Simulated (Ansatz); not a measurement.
Input and command of a plane-wave DFT calculation in Ansatz:

```yaml
crystal:
  lattice:
    - [-1.4180752661, 1.4180752661, 7.0547981523]
    - [1.4180752661, -1.4180752661, 7.0547981523]
    - [1.4180752661, 1.4180752661, -7.0547981523]
  atoms:
    - { symbol: Cd, position: [0.6595107615, 0.6595107615, 0.0] }
    - { symbol: Cd, position: [0.3404892385, 0.3404892385, 0.0] }
    - { symbol: Mo, position: [0.0, 0.0, 0.0] }
basis:
  ecutwfc: 420
kpoints:
  mp_grid: { grid: [22, 22, 22] }
hamiltonian:
  xc: pbe
scf:
  occupations: { method: gaussian, width: 0.1 }
output:
  forces: true
  stress: true
  eigenvalues: true
relax:
  adjacent_minimum: "off"
  f_tol: 0.01
  max_steps: 80
  cell: { stress_tol: 0.05 }
```

```bash
ansatz run input.yaml --threads 1 --pin off --max-ram 2560MiB --backend cpu --events-out ev --progress --plain --runs-dir out
```

Processor: Arm Neoverse V1, 1 thread, on a host shared with other jobs.

Estimate time, memory and problem size.

About 5.6 min on 1 thread of Arm Neoverse V1 (shared host), peak memory 1.2 GiB. It solves 33 bands at 834 k points (the mesh reduced by the symmetry that the task leaves, which can be less than the crystal's) with about 1123 plane waves (on the last cell), in 31 SCF iterations over 5 ionic steps.
